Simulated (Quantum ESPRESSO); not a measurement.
```cif
data_C2Si2
_chemical_formula_sum 'C2 Si2'
_space_group_name_H-M_alt 'P63mc'
_space_group_IT_number 186
_space_group_name_Hall 'P 6c -2c'
_cell_length_a 3.01463
_cell_length_b 3.01463
_cell_length_c 5.06949
_cell_angle_alpha 90.000
_cell_angle_beta 90.000
_cell_angle_gamma 120.000
loop_
_atom_site_label
_atom_site_type_symbol
_atom_site_symmetry_multiplicity
_atom_site_Wyckoff_symbol
_atom_site_fract_x
_atom_site_fract_y
_atom_site_fract_z
_atom_site_occupancy
C1 C 2 b 0.66667 0.33333 0.37389 1
Si1 Si 2 b 0.66667 0.33333 0.00111 1
```

The PBEsol cell relaxed from Materials Project entry mp-7140 was given a biaxial strain of -2 % along x and y, z relaxed, and the atoms were relaxed again.

Question: What does PBEsol (Quantum ESPRESSO, PseudoDojo norm-conserving, 82 Ry, no spin-orbit coupling) give for the electronic structure near the Fermi level?

Answer: The PBEsol gap is indirect, 1.85 eV, from Γ to K; the smallest direct gap is 4.11 eV.
